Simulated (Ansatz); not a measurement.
Relaxed NaF (rock salt):

```yaml
crystal:
  lattice:
    - [0.00000, 4.59450, 4.59450]
    - [2.29725, 0.00000, 2.29725]
    - [2.29725, 2.29725, 0.00000]
  atoms:
    - { symbol: F, position: [0.00000, 0.00000, 0.00000] }
    - { symbol: F, position: [0.50000, 0.00000, 0.00000] }
    - { symbol: Na, position: [0.25000, 0.50000, 0.50000] }
    - { symbol: Na, position: [0.75000, 0.50000, 0.50000] }
```

The atoms are displaced by Q × the pattern below (from a DFPT mode at L = (0.5, 0.0, 0.0), largest move 1; Q in Å), at fixed cell. (q is in reciprocal vectors of the primitive cell; the cell shown is doubled to hold the pattern.)

```json
[
 {"atom": "Na3", "x": "0.577", "y": "-0.577", "z": "-0.577"},
 {"atom": "Na4", "x": "-0.577", "y": "0.577", "z": "0.577"}
]
```

Atoms not listed stay in place.

Method: r2SCAN (plane waves to 500 eV, PAW, scalar-relativistic; Ansatz, a program for electronic structure). k mesh 6×12×12 (Γ-centred), Fermi-Dirac smearing 0.05 eV. NaF was relaxed with its symmetry unable to fall.

At one point of the scan the forces (eV/Å) are:

```json
[
 {"atom": "F1", "Fx": "0.000", "Fy": "0.000", "Fz": "0.000"},
 {"atom": "F2", "Fx": "0.000", "Fy": "0.000", "Fz": "0.000"},
 {"atom": "Na3", "Fx": "-1.074", "Fy": "1.074", "Fz": "1.074"},
 {"atom": "Na4", "Fx": "1.074", "Fy": "-1.074", "Fz": "-1.074"}
]
```

Question: Which point is it?
(A) Q = 0.233 Å
(B) Q = 0.140 Å
(C) Q = 0.187 Å
(D) Q = 0.093 Å

Answer: A, Q = 0.233 Å

(A displaced cell: forces are minus the slopes of the energy, force constants its curvatures, and phonons follow from these.)
